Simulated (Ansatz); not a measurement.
**Notes on SrGaSn**

```xyz
12
Lattice="4.5646 0.0000 0.0000 -2.2823 3.9531 0.0000 0.0000 0.0000 18.7156" Properties=species:S:1:pos:R:3 pbc="T T T"
Ga   -0.0002    2.6355    3.0263
Ga    2.2821    1.3176   12.3841
Ga   -0.0002    2.6355    6.3315
Ga    2.2823    1.3179   15.6893
Sr    0.0000    0.0000    0.0000
Sr    0.0000    0.0000    9.3578
Sn   -0.0002    2.6355   11.5326
Sn    2.2821    1.3176    2.1748
Sn   -0.0002    2.6355   16.5409
Sn    2.2823    1.3179    7.1831
Sr    0.0000    0.0000    4.6789
Sr    0.0000    0.0000   14.0367
```

Single point in Ansatz 0.2.0 with r2SCAN, no spin polarisation. Cutoff 500 eV, PAW datasets, 9×9×2 Γ-centred k mesh, fermi-dirac filling (width 0.1 eV).

**Contacts.** Ga–Sn at 2.77 Å: least valence density 0.31 e/Å³ and ELF 0.61 there. Ga–Sr at 3.11 Å: least valence density 0.12 e/Å³ and ELF 0.08 there. Sr–Sn at 3.42 Å: least valence density 0.10 e/Å³ and ELF 0.10 there. These are pseudo-fields; inside the PAW spheres they differ from the all-electron ones.
**Charges.** Bader charges in e: Sr +1.31 to +1.39, Ga -0.45, Sn -0.90. In the mean Sr gives up most and Sn takes most.
**Forces.** The largest is on Ga1 (and as large on other atoms): 0.06 eV/Å, components (0.00, 0.00, -0.06). It makes 72° with the line to a nearest neighbour, Sn8 at 2.77 Å.
**Formation energy.** -0.64 eV an atom against the elements' usual phases (free molecules for gases, crystals otherwise, with no correction for O₂ or N₂), so it is bound against them; other compounds may still compete. Relaxing would lower it.
**Electronic structure.** It is a metal, with about 1.4 states/eV a cell as the mean within 0.25 eV of the Fermi level, mostly Sn p (33 %) and Ga p (28 %).

Origin: a database entry at a rescaled volume.
